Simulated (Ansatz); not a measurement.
Sn (β-Sn type, space group No. 141) at seven volumes, the program Ansatz at the r²SCAN+D4 level (PAW), shape and atoms relaxed at each. One row is withheld.

```tsv
V (Å³/atom)	P (GPa)
24.765	6.68
25.581	4.06
26.397	1.86
27.214	0.00
28.030	-1.56
28.847	?
29.663	-3.96
```

Fit the shown pressures and predict the withheld one.

P = (3/2)B₀(x^(7/2) − x^(5/2))[1 + (3/4)(B′ − 4)(x − 1)] with x = (V₀/V)^(2/3). Least squares on the six rows gives V₀ = 27.215 Å³/atom, B₀ = 56.5 GPa, B′ = 4.78. At V = 28.847, x = 0.9619 and P = -2.86 GPa. The run itself gave -2.86 GPa.

Space group I4_1/amd (β-Sn type). Symmetry was held in the r²SCAN+D4 relaxation. The pairwise dispersion correction was not fitted to metals. Spin–orbit coupling is left out wherever it is not named.

Potentials: the later of the program's two PAW sets.
